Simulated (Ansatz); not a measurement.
**Zone-centre phonons of NaF at 18.4 GPa: input and output**

Method: DFT LDA, scalar-relativistic, plane waves, PAW (Ansatz 0.2.0).

Launched with:
```bash
ansatz run input.yaml --threads 1 --pin off --max-ram 2560MiB --backend cpu --events-out ev --progress --plain --runs-dir out
```

Input (bare energies are in eV):
```yaml
crystal:
  lattice:
    - [0.0, 2.1121, 2.1121]
    - [2.1121, 0.0, 2.1121]
    - [2.1121, 2.1121, 0.0]
  atoms:
    - { symbol: Na, position: [0.0, 0.0, 0.0] }
    - { symbol: F, position: [0.5, 0.5, 0.5] }
basis:
  ecutwfc: 420
kpoints:
  mp_grid: { grid: [10, 10, 10] }
hamiltonian:
  xc: lda
scf:
  occupations: { method: fixed }
output:
  eigenvalues: true
phonons:
  method: dfpt
  dielectric: true
  rigid_motions: translations
  raman: true
  eigenvectors: true
```

The end of the output:
```
--- Phonons (Γ-DFPT): 2 representative perturbations + reference, on 102 of 1000 k-points (Σ response iterations 7) ---
  k mesh reduced under 8 symmetry operations, with k and −k counted as one. Each operation leaves every solved perturbation unchanged. A smaller set is not considered because the run solves the response ...
  ASR residual: 2.386e-4 → 0.000e0 eV/Å²; symmetrization residual: 2.417e-7 eV/Å²
  ASR residual per site (eV/Å²): 1.24e-5 2.39e-4
  Γ frequencies (cm⁻¹): 0.00 0.00 0.00 407.53 407.53 407.53
  ε∞ (high-frequency dielectric tensor):
        1.969687     0.000000     0.000000
        0.000000     1.969687    -0.000000
       -0.000000     0.000000     1.969687
  ε⁰ (static dielectric tensor: ions relaxed, cell fixed):
        3.375775     0.000000    -0.000000
       -0.000000     3.375775    -0.000000
       -0.000000     0.000000     3.375775
  ε⁰ − ε∞ (ionic part):
        1.406088    -0.000000    -0.000000
       -0.000000     1.406088     0.000000
       -0.000000     0.000000     1.406088
  softest optical mode at Γ: 407.53 cm⁻¹; the repairs (sum rule, projections) moved no ω² at Γ by more than (1.85 cm⁻¹)²
  Born effective charges Z* (e; rows j = field, columns β = displacement):
    site 0:
         0.96450   -0.00000   -0.00000
         0.00000    0.96450   -0.00000
         0.00000   -0.00000    0.96450
    site 1:
        -0.96450    0.00000    0.00000
         0.00000   -0.96450    0.00000
         0.00000    0.00000   -0.96450
  Z* charge neutrality: 4.271e-6 e pre-enforcement
  k-mesh period / interband length: 29.9 Å / 0.85 Å = 35.29 at k = (0.0000, 0.0000, 0.0000), direct gap 7.754 eV — 14 or more, which is no proof of convergence
  Raman tensors (in the event stream and the table raman_tensors.tsv): an entry may err by 2.2e-5 Å², one of the second-order susceptibility by 2.3e-21 pm/V (basis, points and sum rule); their sum over the sites missed zero by 3.660e-23 Å² ...
  optical modes at Γ without the LO–TO term, one row a degenerate level:
      ω (cm⁻¹) modes IR ((D/Å)²/amu) static Raman (Å⁴/amu) depolarisation
        407.53      3             6.1896                 0.0000               —
  optical modes at Γ + LO–TO along q̂ = [1.0000, 0.0000, 0.0000]:
      ω (cm⁻¹) modes IR ((D/Å)²/amu) static Raman (Å⁴/amu) depolarisation
        407.53      2             4.1264                 0.0000               —
        533.51      1             2.0632                 0.0000               —
  optical modes at Γ + LO–TO along q̂ = [0.0000, 1.0000, 0.0000]:
      ω (cm⁻¹) modes IR ((D/Å)²/amu) static Raman (Å⁴/amu) depolarisation
        407.53      2             4.1264                 0.0000               —
        533.51      1             2.0632                 0.0000               —
  optical modes at Γ + LO–TO along q̂ = [0.0000, 0.0000, 1.0000]:
      ω (cm⁻¹) modes IR ((D/Å)²/amu) static Raman (Å⁴/amu) depolarisation
        407.53      2             4.1264                 0.0000               —
        533.51      1             2.0632                 0.0000               —
```

The run took 3.7 min on 1 thread of Intel(R) Xeon(R) Processor @ 2.50GHz (Skylake/Cascade Lake) (shared host), peak memory 0.74 GiB.

The cell is the ideal cubic rocksalt prototype.